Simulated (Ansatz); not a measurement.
CdSe (wurtzite)

```yaml
crystal:
  lattice:
    - [4.38279, 0.00000, 0.00000]
    - [-2.19140, 3.79561, 0.00000]
    - [0.00000, 0.00000, 7.15602]
  atoms:
    - { symbol: Cd, position: [0.66667, 0.33333, 0.00043] }
    - { symbol: Cd, position: [0.33333, 0.66667, 0.50043] }
    - { symbol: Se, position: [0.66667, 0.33333, 0.62477] }
    - { symbol: Se, position: [0.33333, 0.66667, 0.12477] }
```

The slice is a (1 -1 0 0) plane (indices of the conventional cell) through the point (0.333, 0.667, 0.125) (fractional), spanned by u = [110] and v = [001] in vectors of this cell: u (4.38 Å) and v (7.16 Å, at 90° to u). It covers one period; positions are fractions (u, v).

These are PBE (plane waves to 420 eV, PAW, scalar-relativistic; Ansatz, a program for electronic structure) values and carry that method's errors. k mesh 9×9×5. Near the nuclei the fields are pseudised (PAW); where an atom keeps semicore shells as valence, they peak there. CdSe was relaxed with its symmetry unable to fall.

Around which element is the density of the highest valence band (whole band, smooth part) largest on this plane?

Se. Mean over a disc round each atom, of radius 0.45 times the shortest bond: Se 0.082, Cd 0.007 e/Å³.

What is the valence density on the shortest Cd–Se line in this plane (2.69 Å), at its minimum between the atoms?

0.34 e/Å³.

The ELF has a maximum in the middle third of the Cd–Se line. Where, and how high?

0.81, 1.7 Å from Cd.

Sketch the electrostatic potential energy of an electron, from the cell's mean on this plane as a map.


```
|xxxxxxxx  ++************++  xxxxxx|
|xxxxxxxx::++**++====++**++::xxxxxx|
|xxxxxx  ++**++==----==++**++  xxxx|
|    ::++####**==----==**####++::  |
|++**##%%%%##**++====++**##%%%%##**|
|%%%%@@@@%%%%##**++++**##%%%%@@@@%%|
|@@@@@@@@@@%%%%########%%%%@@@@@@@@|
|@@@@@@@@@@@@@@%%%%%%%%@@@@@@@@@@@@|
|@@@@@@@@@@@@@@@@@@@@@@@@@@@@@@@@@@|
|@@@@@@@@@@@@@@@@@@@@@@@@@@@@@@@@@@|
|%%%%%%%%@@@@@@%%%%%%%%@@@@@@%%%%%%|
|++++**##%%%%%%########%%%%%%##**++|
|    --++######********######++--  |
|xxxx  ..++**##**++++**##**++..  xx|
|xxxxxx  ::++************++::  xxxx|
|xxxxxxxx  ==**########**==  xxxxxx|
|xxxxxxxx  --**##%%%%##**--  xxxxxx|
|xxxxxxxx  ==##%%%%%%%%##==  xxxxxx|
|xxxxxxxx  ==##%%@@@@%%##==  xxxxxx|
|xxxxxx  ::**%%@@@@@@@@%%**::  xxxx|
|xxxx  ..++##%%@@@@@@@@%%##++..  xx|
|    --++##%%@@@@@@@@@@@@%%##++--  |
|::--++**%%@@@@@@@@@@@@@@@@%%**++--|
|    ::++##@@@@@@@@@@@@@@@@##++::  |
|xxxxxx  ++%%@@@@@@@@@@@@%%++  xxxx|
|xxxxxxxx::##%%@@@@@@@@%%##::xxxxxx|
|xxxxxxxx  **%%%%%%%%%%%%**  xxxxxx|
|xxxxxxxx  ++############++  xxxxxx|
```
Scale: ten equal steps from -3.00 (start of ' ') to 5.26 (end of '@'), in the order ' .:-=+*#%@'. Values: electrostatic potential energy of an electron, from the cell's mean, in eV. The map has 17 points along u (two characters each, u = 0 at the left) and 28 along v (v = 0 in the bottom row). Points within 1 Å of a nucleus are blanked (x), as the pseudised field means little there. Values under -3 eV are set to -3. The zero, the cell's mean, hangs on the PAW cores.
